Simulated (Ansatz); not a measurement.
Consider the following.

AlP (zinc blende), conventional cell a = 5.470 Å, b = 5.470 Å, c = 5.470 Å, α = 90.00°, β = 90.00°, γ = 90.00°. The calculation uses the primitive cell of 2 atoms, to which meshes and values per cell refer.

This relaxed cell (volume V₀) is scaled evenly in all directions, its shape held. Symmetry pins the atoms to their sites.

These are PBEsol (plane waves to 420 eV, PAW, scalar-relativistic; Ansatz, a quantum-chemistry and plane-wave program) values and carry that method's errors. k mesh 10×10×10 (Γ-centred), Fermi-Dirac smearing 0.05 eV. Energies are smeared free energies. Compression counts positive. AlP was relaxed with its symmetry unable to fall. The PAW data are Ansatz's earlier set. The zero of ΔE is the relaxed starting cell.

The scan covers V/V₀ from 0.940 to 1.060 in 11 points.

Q: What is ΔE at V/V₀ = 1.060?

A: 18.1 meV/atom.

Q: What pressure does the cell carry at V/V₀ = 0.940?

A: 6.10 GPa.

Q: What is ΔE at V/V₀ = 0.940?

A: 22.2 meV/atom.

(Under strain, the slope of the energy per volume gives the stress and its curvature an elastic modulus.)
